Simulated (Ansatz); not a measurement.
## Zr$_{3}$N$_{2}$: do energies and stresses tell the same story?

All numbers below come from DFT PBEsol, scalar-relativistic, plane waves, PAW in Ansatz 0.2.0.

Settings: cutoff 420 eV, Γ-centred mesh 12×12×12 on the computed 10-atom cell, Gaussian smearing of 0.10 eV; no spin polarisation.

Relaxed cell: R-3c, a = 5.599 Å, b = 5.599 Å, c = 15.581 Å, α = 90.00°, β = 90.00°, γ = 120.00°, 10 atoms in the primitive cell. Whether it is the stable form of this composition wasn't checked.

Energies at zero smearing and pressures from the stress tensor, at volumes with shape and atoms relaxed:
```json
{"V (Å³/atom)": "12.408", "E − E(first) (meV/atom)": "0.00", "P (GPa)": "34.94"}
{"V (Å³/atom)": "12.831", "E − E(first) (meV/atom)": "-77.62", "P (GPa)": "24.13"}
{"V (Å³/atom)": "13.254", "E − E(first) (meV/atom)": "-128.75", "P (GPa)": "14.84"}
{"V (Å³/atom)": "13.677", "E − E(first) (meV/atom)": "-157.11", "P (GPa)": "6.85"}
{"V (Å³/atom)": "14.100", "E − E(first) (meV/atom)": "-165.91", "P (GPa)": "0.00"}
{"V (Å³/atom)": "14.523", "E − E(first) (meV/atom)": "-157.93", "P (GPa)": "-5.88"}
{"V (Å³/atom)": "14.946", "E − E(first) (meV/atom)": "-135.56", "P (GPa)": "-10.92"}
{"V (Å³/atom)": "15.510", "E − E(first) (meV/atom)": "-86.90", "P (GPa)": "-16.52"}
```

Problem. Check P = −dE/dV between neighbouring volumes, and get the bulk modulus from the pressures alone.

Solution. With 1 eV/Å³ = 160.2 GPa:
```
middle V (Å³/atom)  −ΔE/ΔV (GPa) mean P (GPa)
            12.619        29.402        29.537
            13.042        19.363        19.483
            13.465        10.743        10.845
            13.888         3.335         3.426
            14.311        -3.022        -2.941
            14.734        -8.473        -8.399
            15.228       -13.824       -13.717
```

The two differ by 0.14 GPa at most. The mean of two end pressures misses the average over a step by about ΔV² P″/12, up to 0.14 GPa here; with that taken off 0.01 GPa remains. Around V = 14.100 Å³/atom, the two neighbours give B = −V ΔP/ΔV = 14.100 × 12.73 / 0.846 = 212.2 GPa, against B0 = 211.1 GPa from the Birch–Murnaghan fit of the energies.